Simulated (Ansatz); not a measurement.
According to PBEsol in the plane-wave PAW code Ansatz, Si$_{2}$BAs in the trigonal phase (R3m; B on 3a, As on 3a, Si on 3a, Si on 3a) relaxes to a = 3.552 Å, c = 18.056 Å. B has 4 nearest neighbours from 2.09 Å (tetrahedral); Si on 3a has 4 nearest neighbours from 2.35 Å (tetrahedral). Against the elements it lies at 0.12 eV/atom, with no fitted shifts.

Electronic character: metallic (no gap).

The bulk modulus is 105 GPa.

The start of the workflow was typed in or built on a structure type; neither database checked (COD, Materials Project) lists it. Its standing as an ambient phase is unchecked. Symmetry was held in the PBEsol relaxation; its stability against distortions is not shown here. The volume moved by 16 % from the start of the relaxation. The references are the lowest solids computed at this level, not always the standard phases. Spin–orbit coupling is left out wherever it is not named.

Potentials: the earlier of the program's two PAW sets. The files were generated under PBE; for other functionals the program regenerates the frozen cores, and for LDA and PBEsol the local potential too.
